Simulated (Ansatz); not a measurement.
# CuI (wurtzite): energy over volume and axial ratio

CuI (wurtzite)

```cif
data_Cu2I2
_chemical_formula_sum 'Cu2 I2'
_space_group_name_H-M_alt 'P63mc'
_space_group_IT_number 186
_space_group_name_Hall 'P 6c -2c'
_cell_length_a 4.18654
_cell_length_b 4.18654
_cell_length_c 6.89725
_cell_angle_alpha 90.000
_cell_angle_beta 90.000
_cell_angle_gamma 120.000
loop_
_atom_site_label
_atom_site_type_symbol
_atom_site_symmetry_multiplicity
_atom_site_Wyckoff_symbol
_atom_site_fract_x
_atom_site_fract_y
_atom_site_fract_z
_atom_site_occupancy
Cu1 Cu 2 b 0.33333 0.66667 0.37371 1
I1 I 2 b 0.33333 0.66667 0.00129 1
```

Grid over V/V₀ and (c/a)/(c/a)₀, subscript 0 meaning the relaxed cell; the conventional c axis lies along z; no internal relaxation.

Computed with PBEsol (plane waves to 420 eV, PAW, scalar-relativistic; Ansatz, an electronic-structure program). k mesh 9×9×5 (Γ-centred), Fermi-Dirac smearing 0.05 eV. The energy includes the smearing's −TS. Stress and pressure are positive under compression. As the atoms are clamped, bonds stretch with the cell, which overstates energies and stresses. CuI is run without spin polarisation. CuI was relaxed with its symmetry unable to fall. Spin-orbit coupling is left out, though I is heavy. The PAW data are Ansatz's earlier set. This is one of several known forms of CuI; the measured ambient cells at hand have space group No. 156 or 216. The zero of ΔE is the relaxed starting cell.

ΔE (kJ/mol of atoms), with V/V₀ across and (c/a)/(c/a)₀ down:

```tsv
(c/a)/(c/a)₀ \ V/V₀	0.960	0.973	0.987	1.000	1.013	1.027	1.040
0.960	1.66	1.22	0.95	0.83	0.85	1.00	1.26
0.973	1.11	0.70	0.45	0.36	0.40	0.58	0.86
0.987	0.79	0.39	0.17	0.09	0.15	0.33	0.64
1.000	0.67	0.29	0.07	0.00	0.07	0.26	0.57
1.013	0.76	0.37	0.15	0.08	0.15	0.34	0.65
1.027	1.02	0.63	0.40	0.32	0.38	0.56	0.87
1.040	1.44	1.04	0.79	0.70	0.74	0.91	1.20
```

P (GPa), with V/V₀ across and (c/a)/(c/a)₀ down:

```csv
(c/a)/(c/a)₀ \ V/V₀,0.960,0.973,0.987,1.000,1.013,1.027,1.040
0.960,2.50,1.68,0.92,0.23,-0.41,-1.00,-1.54
0.973,2.36,1.55,0.80,0.11,-0.52,-1.11,-1.64
0.987,2.27,1.46,0.72,0.03,-0.60,-1.18,-1.71
1.000,2.23,1.43,0.68,0.00,-0.63,-1.21,-1.74
1.013,2.23,1.43,0.68,0.00,-0.63,-1.21,-1.74
1.027,2.27,1.47,0.72,0.04,-0.59,-1.17,-1.71
1.040,2.35,1.54,0.79,0.11,-0.53,-1.11,-1.64
```

Derived quantities:

```
Item                                                                                                                                 Value
--------------------------------------------------------------------------------------  --------------------------------------------------
Modulus against c/a change at fixed volume, (3/4V)·∂²E/∂(ln c/a)² (fit, atoms clamped)     45 GPa, an upper bound as the atoms could relax
Lowest place on the grid                                                                 V/V₀ = 1.000, (c/a)/(c/a)₀ = 1.000 (0.0 meV/atom)
Highest place on the grid                                                               V/V₀ = 0.960, (c/a)/(c/a)₀ = 0.960 (17.2 meV/atom)
```

The 49 points together took around 7 core-minutes (rough).

(A scan under strain: stresses follow from slopes of the energy per volume, elastic moduli from its curvatures.)
